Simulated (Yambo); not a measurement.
Bethe-Salpeter results for Ba$_{2}$ScCuO$_{4}$

```xyz
8
Lattice="4.1770 0.0000 0.0000 0.0000 4.1770 0.0000 0.0000 0.0000 8.0789" Properties=species:S:1:pos:R:3 pbc="T T T"
O      0.0000     2.0885     0.0000
O      2.0885     0.0000     0.0000
O      0.0000     0.0000     5.8545
O      0.0000     0.0000     2.2244
Sc     0.0000     0.0000     0.0000
Cu     0.0000     0.0000     4.0394
Ba     2.0885     2.0885     6.2044
Ba     2.0885     2.0885     1.8745
```

The geometry is that of Materials Project entry mp-1228350, symmetrised and not relaxed again.

BSE in Yambo on PBEsol (pw.x of Quantum ESPRESSO, ONCV potentials, without SOC) bands: 4×4×2 mesh, 17 valence and 16 conduction bands, static screening with 89 bands and a 3 Ry block, scissor 0.90 eV, Tamm-Dancoff; field along x.

| state | energy (eV) | states within 2 meV | relative strength | class | main transitions |
|---|---|---|---|---|---|
| 1 | 2.04 | 2 | 1.00 | dark | several band pairs |
| 2 | 2.18 | 1 | < 0.01 | dark | VB → CB (71 %) |
| 3 | 2.28 | 1 | < 0.01 | dark | several band pairs |
| 4 | 2.28 | 1 | < 0.01 | dark | several band pairs |
| 5 | 2.32 | 1 | < 0.01 | dark | VB → CB (76 %) |
| 6 | 2.60 | 1 | < 0.01 | dark | VB → CB (87 %) |

These are vertical excitations (zero momentum). The direct quasiparticle gap on this mesh is 2.92 eV; counted from there, state 1 is bound by 0.88 eV. Convergence with the mesh was not shown.

Spin singlets only. Strengths are relative to the strongest of the lowest states of this run; strong means a line over 3 % of the spectrum's maximum, dark under 0.03 %. Absolute energies carry the error of the G0W0 scissor, whose convergence isn't established; the long-wavelength screening was taken along (1,1,1) although the crystal is anisotropic.

The filled Cu 3d shell has no Hubbard U; semilocal functionals place it too high.

The structure is a Materials Project entry; no match was found in the copy of COD used, and its stability was not checked.

With a shallow 3d shell G0W0 needs far more bands and larger blocks than here, so the scissor is uncertain by tenths of an eV or more.
